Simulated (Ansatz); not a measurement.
Input and command of a plane-wave DFT calculation in Ansatz:

```yaml
crystal:
  lattice:
    - [3.1995316915, 1.8472504833, 5.2131673084]
    - [-3.1995316915, 1.8472504833, 5.2131673084]
    - [0.0, -3.6945009668, 5.2131673084]
  atoms:
    - { symbol: Li, position: [0.75, 0.75, 0.75] }
    - { symbol: Li, position: [0.25, 0.25, 0.25] }
    - { symbol: P, position: [0.5, 0.5, 0.5] }
    - { symbol: P, position: [0.0, 0.0, 0.0] }
    - { symbol: S, position: [0.225, 0.275, 0.75] }
    - { symbol: S, position: [0.275, 0.75, 0.225] }
    - { symbol: S, position: [0.775, 0.725, 0.25] }
    - { symbol: S, position: [0.25, 0.775, 0.725] }
    - { symbol: S, position: [0.725, 0.25, 0.775] }
    - { symbol: S, position: [0.75, 0.225, 0.275] }
basis:
  ecutwfc: 420
kpoints:
  mp_grid: { grid: [6, 6, 6] }
hamiltonian:
  xc: pbe
scf:
  occupations: { method: gaussian, width: 0.1 }
output:
  forces: true
  stress: true
  eigenvalues: true
relax:
  adjacent_minimum: "off"
  f_tol: 0.01
  max_steps: 80
  cell: { stress_tol: 0.05 }
```

```bash
ansatz run input.yaml --threads 1 --pin off --max-ram 2560MiB --backend cpu --events-out ev --progress --plain --runs-dir out
```

Processor: Arm Neoverse V1, 1 thread, on a host shared with other jobs.

Q: Estimate time, memory and problem size.

A: About 110 s on 1 thread of Arm Neoverse V1, on a shared host, peak memory 0.51 GiB. It solves 36 bands at 32 k points (the mesh reduced by the symmetry that the task leaves, which can be less than the crystal's) with about 3281 plane waves (on the last cell), in 52 SCF iterations over 8 ionic steps.
